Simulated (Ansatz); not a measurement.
Starting structure, CH put at a hollow Al-Al-Al site (Al, P6_3/mmc (No. 194), (0 0 1) face):

```yaml
crystal:
  lattice:
    - [2.83628, 0.00000, 0.00000]
    - [-1.41814, 2.45629, 0.00000]
    - [0.00000, 0.00000, 41.07484]
  atoms:
    - { symbol: Al, position: [0.33333, 0.66667, 0.20694] }
    - { symbol: Al, position: [0.00000, 0.00000, 0.26368] }
    - { symbol: Al, position: [0.66667, 0.33333, 0.32042] }
    - { symbol: Al, position: [0.00000, 0.00000, 0.37716] }
    - { symbol: Al, position: [0.33333, 0.66667, 0.43389] }
    - { symbol: Al, position: [0.00000, 0.00000, 0.49004] }
    - { symbol: Al, position: [0.66667, 0.33333, 0.54646] }
    - { symbol: Al, position: [0.00000, 0.00000, 0.60319] }
    - { symbol: Al, position: [0.33333, 0.66667, 0.65948] }
    - { symbol: Al, position: [0.00000, 0.00000, 0.71694] }
    - { symbol: C, position: [0.33333, 0.66667, 0.74372] }
    - { symbol: H, position: [0.33333, 0.66667, 0.77050] }
```

The calculation used DFT PBEsol, scalar-relativistic, plane waves, PAW in Ansatz. Settings: cutoff 420 eV, Γ-centred mesh 12×12×1 on the computed 12-atom cell, Gaussian smearing of 0.10 eV; no spin polarisation. A dipole correction removes the field between periodic images along c.

Atoms 1, 2, 3, 4, 5 (counted from 1) are held. The cell is fixed. Force threshold 0.03 eV/Å.

```json
{"step": "1", "E − E_final (eV)": "0.007", "largest force (eV/Å)": "0.230"}
{"step": "2", "E − E_final (eV)": "0.003", "largest force (eV/Å)": "0.186"}
{"step": "3", "E − E_final (eV)": "0.013", "largest force (eV/Å)": "0.918"}
{"step": "4", "E − E_final (eV)": "0.000", "largest force (eV/Å)": "0.026"}
```

Problem. What is the final structure?

Solution.
```xyz
12
Lattice="2.8363 0.0000 0.0000 -1.4181 2.4563 0.0000 0.0000 0.0000 41.0748" Properties=species:S:1:pos:R:3 pbc="T T T"
Al    0.0000    1.6375    8.5000
Al    0.0000    0.0000   10.8305
Al    1.4181    0.8188   13.1611
Al    0.0000    0.0000   15.4916
Al    0.0000    1.6375   17.8221
Al    0.0000    0.0000   20.1235
Al    1.4181    0.8188   22.4585
Al    0.0000    0.0000   24.7607
Al    0.0000    1.6375   27.0525
Al    0.0000    0.0000   29.4174
C     0.0000    1.6375   30.4841
H     0.0000    1.6375   31.5820
```

The end is the local minimum or symmetric point that this start leads to.

The reference crystal is a form of Al, which isn't its usual structure.

Cost: 1 run of about 2.6 core-minutes, on Arm Neoverse N1 (shared hosts).